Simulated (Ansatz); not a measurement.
The start is a generated cell, CeO2 built in the AFLOW prototype AB2_hP9_162_ad_k (as in V2N). A full variable-cell relaxation at zero pressure is run with r2SCAN (plane waves to 500 eV, PAW, scalar-relativistic; Ansatz, an electronic-structure program). The first steps use a coarse 5×5×5 k-mesh.

Input geometry:
```
CeO2
1.0
    5.64132     0.00000     0.00000
   -2.82066     4.88553     0.00000
    0.00000     0.00000     5.24091
O Ce
6 3
Direct
  0.32500   0.32500   0.27200
  0.67500   0.00000   0.27200
  0.00000   0.67500   0.27200
  0.00000   0.32500   0.72800
  0.67500   0.67500   0.72800
  0.32500   0.00000   0.72800
  0.00000   0.00000   0.00000
  0.66667   0.33333   0.50000
  0.33333   0.66667   0.50000
```
Spin-polarised start, with parallel moments on Ce.

```json
{
  "largest_initial_force": "0.28 eV/Å, on O1, O2, O3, O4, O5, O6 (atoms numbered as listed)",
  "energy_released": "0.07 eV/atom",
  "volume_change": "-3.9 %, from 16.05 to 15.43 Å³/atom",
  "Shortest distances (start → end)": "The closest pairs of elements (up to four, under 3.6 Å), start → end: Ce–O 2.25 → 2.26 Å; O–O 3.01 → 2.93 Å; Ce–Ce 3.26 → 3.43 Å",
  "band_gap_at_the_end": "1.60 eV, direct within 0.03 eV (at Γ) (no spin-orbit coupling)",
  "moments_at_the_end": "zero (the starting moments vanished)",
  "optimiser_moves": "6"
}
```

Final values are on a 7×7×7 k-mesh of the relaxed cell. No spin polarisation in the result: the starting moments vanished. The d or f electrons are treated with no Hubbard U. The f-shell occupation is the one the SCF fell into and was not checked against other states.

The run could not lower the symmetry of its start; a shaken copy of this end point relaxes with r2SCAN to P321 (No. 150), 121 meV/atom lower.

The relaxed structure here is a generated cell of CeO2: the first start was made by placing the elements on the sites of a structure type, and the end was not matched to a known phase here, so it may be hypothetical. Known forms of CeO2 include space group No. 225.
